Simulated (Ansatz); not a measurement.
The cell below belongs to a search over invented structures; it isn't taken from experiment.

Input and command of a plane-wave DFT calculation in Ansatz:

```yaml
crystal:
  lattice:
    - [5.2198044, 0.0, 0.0]
    - [-2.6099022, 4.52048321, 0.0]
    - [0.0, 0.0, 4.83953484]
  atoms:
    - { symbol: Zn, position: [0.0, 0.0, 0.5] }
    - { symbol: Sn, position: [0.5, 0.0, 0.5] }
    - { symbol: Sn, position: [0.0, 0.5, 0.5] }
    - { symbol: Sn, position: [0.5, 0.5, 0.5] }
    - { symbol: "N", position: [0.33333333, 0.66666667, 0.5] }
    - { symbol: "N", position: [0.66666667, 0.33333333, 0.5] }
basis:
  ecutwfc: 420
kpoints:
  mp_grid: { grid: [6, 6, 4] }
hamiltonian:
  xc: pbe
scf:
  occupations: { method: gaussian, width: 0.1 }
  lower_state_search: "off"
output:
  forces: true
  stress: true
  eigenvalues: true
relax:
  adjacent_minimum: "off"
  f_tol: 0.04
  max_steps: 70
  cell: { stress_tol: 0.4 }
```

```bash
ansatz run input.yaml --threads 1 --pin off --max-ram 2560MiB --backend cpu --events-out ev --progress --plain --runs-dir out
```

Processor: Intel(R) Xeon(R) Platinum 8259CL CPU @ 2.50GHz (Skylake/Cascade Lake), 1 thread, on a host shared with other jobs.

Estimate time, memory and problem size.

About 2.6 min, peak memory 0.52 GiB. It solves 39 bands at 21 k points (after reduction by symmetry) with about 2915 plane waves (on the last cell), in 141 SCF iterations over 19 ionic steps.
